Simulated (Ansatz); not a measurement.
**Al5Ni2Pd3: zone-centre modes**

These are results of DFT PBE, scalar-relativistic, plane waves, PAW (Ansatz 0.2.0), not measurements. Cutoff 420 eV, 12×12×4 k-points (Γ-centred), Fermi-Dirac smearing of 0.15 eV. No spin polarisation. Phonons by linear response, acoustic sum rule imposed.

Equilibrium structure at this level:
```
CELL_PARAMETERS angstrom
2.98428 0.00000 0.00000
0.00000 2.98428 0.00000
0.00000 0.00000 15.26864
ATOMIC_POSITIONS crystal
Al 0.50000 0.50000 0.10582
Al 0.50000 0.50000 0.28828
Al 0.50000 0.50000 0.50000
Al 0.50000 0.50000 0.71172
Al 0.50000 0.50000 0.89418
Ni 0.00000 0.00000 0.19650
Ni 0.00000 0.00000 0.80350
Pd 0.00000 0.00000 0.00000
Pd 0.00000 0.00000 0.39464
Pd 0.00000 0.00000 0.60536
```

The structure comes from a generated guess, relaxed at this level; another structure or a mixture of phases may lie lower. In a metal, frequencies depend on the k mesh and the smearing, soft modes most.

Question: Is this structure stable against zone-centre distortions?

Answer: Yes, at Γ: no optical mode is imaginary. Strains and other wave vectors aren't tested by this run.

Question: List the optical modes at Γ (i marks imaginary ones).

Answer:
```csv
frequency (cm⁻¹),degeneracy
67,2
73,2
95,1
98,1
107,2
114,2
143,1
157,1
227,2
235,2
236,2
250,1
255,2
255,2
278,1
283,1
333,1
343,1
```
